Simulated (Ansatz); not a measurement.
ZrS₂ (CdI2 type)

```xyz
3
Lattice="3.6348 0.0000 0.0000 -1.8174 3.1478 0.0000 0.0000 0.0000 5.7197" Properties=species:S:1:pos:R:3 pbc="T T T"
Zr     0.0000     0.0000     0.0000
S      0.0000     2.0986     1.4604
S      1.8174     1.0493     4.2592
```

The slice is a (1 -1 0 0) plane (indices of the conventional cell) through the point (0.667, 0.333, 0.745) (fractional), spanned by u = [110] and v = [001] in vectors of this cell: u (3.63 Å) and v (5.72 Å, at 90° to u). It covers one period; positions are fractions (u, v).

Method: PBE-D3(BJ) (plane waves to 420 eV, PAW, scalar-relativistic; Ansatz, an electronic-structure program). k mesh 10×10×6. Near the nuclei the fields are pseudised (PAW); where an atom keeps semicore shells as valence, they peak there. ZrS2 is run without spin polarisation. ZrS2 was relaxed with its symmetry unable to fall.

Q: Sketch the valence electron density on this plane as a map.

A: 
```
|889999999988776666666666778899999999|
|999999999988776666556666778899999999|
|999999998877776655555566777788999999|
|999999887777665555445555667777889999|
|888888777766555544444455556677778888|
|777777666655555544444455555566667777|
|666666665555555555555555555555666666|
|555555555555555555555555555555555555|
|444444555555666666666666665555554444|
|444444555566667777777777666655554444|
|444455556666777777777777776666555544|
|444455556677778888888888777766555544|
|555555666677778888888888777766665555|
|555555666677888888888888887766665555|
|555555666677888888888888887766665555|
|555555666677888888888888887766665555|
|555566666677778888888888777766666655|
|555566666677778888888888777766666655|
|666666666677778888888888777766666666|
|666666666677778888888888777766666666|
|777777777777778888888888777777777777|
|888888777777777788888877777777778888|
|888888888877777777777777777788888888|
|999999998888777777777777778888999999|
|999999999988777777667777778899999999|
|999999999988887766666677888899999999|
|889999999988887766666677888899999999|
|008899999988887766666677888899999988|
```
Scale: ten equal steps from -3.00 (start of '0') to 0.07 (end of '9'), in the order '0123456789'. Values: log₁₀ of the valence density in e/Å³. The map has 18 points along u (two characters each, u = 0 at the left) and 28 along v (v = 0 in the bottom row). The scale is logarithmic, as a density can span decades between atoms and voids; values under 0.001 e/Å³ are set to 0.001.
